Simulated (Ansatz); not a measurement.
BaZrO3 (cubic perovskite), relaxed with LDA (Ansatz, a first-principles code, plane waves, PAW): a = b = c = 4.1474 Å, α = β = γ = 90.00°.

* **gap (eV)**: 3.20
* **ΔH_f (eV/atom)**: -3.48
* **B₀ by P(V) fit (GPa)**: 175

Question: The same phase is relaxed and computed with r²SCAN in the same code. What are the cell and these values now?

Answer: a = 4.2051 Å, b = 4.2051 Å, c = 4.2051 Å, α = 90.00°, β = 90.00°, γ = 90.00°.

- gap (eV) = 3.73
- ΔH_f (eV/atom) = -3.57
- B₀ by P(V) fit (GPa) = 163

Unstable at this level: BaZrO3, cubic perovskite with LDA. All cells were relaxed under the symmetry of their starts (and spin orders); stability against distortions was not tested throughout. Rows with no word on spin ran without spin polarisation. Scalar-relativistic: spin–orbit coupling is off unless named, which matters more the heavier the elements.

Potentials: the later of the program's two PAW sets.

Ansatz is a plane-wave DFT program.

Formation energies count from the lowest solids of the elements computed at the same level, not from gases.
